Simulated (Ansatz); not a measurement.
**BAs: computed property card**

BAs:
```
CELL_PARAMETERS angstrom
      6.56398     0.00000     0.00000
      0.00000     3.40665     0.00000
      0.00000     0.00000     5.66495
ATOMIC_POSITIONS crystal
  B  0.16090 0.25000 0.40182
  B  0.33910 0.75000 0.90182
  B  0.83910 0.75000 0.59818
  B  0.66090 0.25000 0.09818
  As 0.83647 0.25000 0.39077
  As 0.66353 0.75000 0.89077
  As 0.16353 0.75000 0.60923
  As 0.33647 0.25000 0.10923
```

Space group Pnma (No. 62); conventional cell a = 6.564 Å, b = 3.407 Å, c = 5.665 Å, α = β = γ = 90.00°.

Method: the program Ansatz at the r²SCAN+D4 level (PAW). Geometry: relaxed at this level of theory. Other levels are named where they apply.

**Cell and energy**

```json
{
 "volume_per_atom": "15.83 Å³",
 "density": "4.50 g/cm³",
 "Formation energy from the elements (no fitted shifts)": "17 kJ/mol of atoms"
}
```

**Electronic structure**

```json
{
  "band_gap": "0.54 eV (indirect)",
  "valence_band_maximum": "at Γ",
  "conduction_band_minimum": "at U (k = 0.500, 0.000, 0.500 in fractions of the reciprocal vectors)",
  "smallest_direct_gap_on_the_standard_path": "1.21 eV",
  "hole_effective_mass": "0.15, 0.44, 0.82 mₑ (principal values)",
  "Hole effective mass with spin–orbit coupling": "0.15, 0.44, 0.83 mₑ (principal values)",
  "HSE06 gap on the r²SCAN+D4 cell": "1.08 eV",
  "Gap with spin–orbit coupling": "0.54 eV"
}
```

**Mechanics**

```json
{
  "Bulk modulus (Birch–Murnaghan fit)": "108 GPa",
  "Pressure derivative B′": "3.0",
  "Elastic constants (relaxed ions, GPa)": "C11 = 143, C22 = 256, C33 = 222, C12 = 56.0, C13 = 113, C23 = 33.6, C44 = 86.1, C55 = 102, C66 = 67.1",
  "mechanical_stability": "stable (all eigenvalues of C positive)",
  "hill_bulk_and_shear_moduli": "113 and 71.0 GPa",
  "Young's modulus": "176 GPa",
  "Poisson's ratio": "0.24",
  "debye_temperature_from_the_elastic_constants": "522 K"
}
```

**Charges**

```json
{
 "bader_charges": "B +0.21, As -0.21 e"
}
```

The start of the workflow was typed in or built on a structure type; neither database checked (COD, Materials Project) lists it. It is not the phase usual at ambient conditions (space group No. 216). The cell was relaxed with r²SCAN+D4 under the symmetry of its start; whether a distortion lowers the energy is not shown. The volume moved by 25 % from the start of the relaxation. Its formation energy is positive at this level, so the cell may be metastable or incomplete. The references are the lowest solids computed at this level, not always the standard phases. Spin–orbit coupling is left out wherever it is not named.

Potentials: the earlier of the program's two PAW sets. The files were generated under PBE; for other functionals the program regenerates the frozen cores, and for LDA and PBEsol the local potential too.
